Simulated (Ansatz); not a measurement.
**Two Ansatz runs on Cu**

The geometry is COD entry 9012043, unchecked; take it as a test cell. The listed cell was then made from it by scaling, straining or moving an atom.

First run: DFT, PBEsol, all-electron LAPW, scalar-relativistic (Ansatz 0.2.0).

Command: `ansatz run input.yaml --threads 1 --pin off --max-ram 2048MiB --backend cpu --events-out ev --progress --plain --runs-dir out` The run took 39 s on 1 thread of AMD EPYC 7R43 64-Core Processor (Zen 3), on a shared host.

```yaml
crystal:
  lattice:
    - [0.0, 1.8312856224, 1.8312856224]
    - [1.8312856224, 0.0, 1.8312856224]
    - [1.8312856224, 1.8312856224, 0.0]
  atoms:
    - { symbol: Cu, position: [0.0, 0.0, 0.0] }
kpoints:
  mp_grid: { grid: [16, 16, 16] }
scf:
  occupations: { method: fermi_dirac, width: 0.05 }
hamiltonian:
  xc: pbesol
  pseudopotentials: { kind: all_electron, lapw: { basis_error: 0.001 } }
output:
  forces: true
  stress: true
relax:
  f_tol: 0.005
  max_steps: 80
  cell: {}
```

Result: converged; relaxed volume 11.321 Å³/atom; 26 SCF iterations in all.

A second input differs as follows:

```diff
@@ -7,7 +7,8 @@
     - { symbol: Cu, position: [0.0, 0.0, 0.0] }
 kpoints:
-  mp_grid: { grid: [16, 16, 16] }
+  mp_grid: { grid: [1, 1, 1] }
 scf:
   occupations: { method: fermi_dirac, width: 0.05 }
+  max_iter: 80
 hamiltonian:
   xc: pbesol
```

**Question.** What is wrong with it, and what does the program do?

**Answer.** The fault is one k-point for a small cell. The run converged; energy at zero smearing -10766.0 meV/atom from the first run; relaxed volume 8.774 Å³/atom; 28 SCF iterations in all. Such numbers aren't properties of the crystal. The log ends:
```
  cell:  # Å, volume = 8.7743 Å³
    - [4.9768205604126005e-34, 1.6370482086974718, 1.6370482086974718]
    - [1.6370482086974718, -1.6894358239787684e-34, 1.6370482086974718]
    - [1.6370482086974718, 1.6370482086974718, -1.7833801887353689e-34]
  atoms:
    - { symbol: Cu, position: [0.0, 0.0, 0.0] }
```
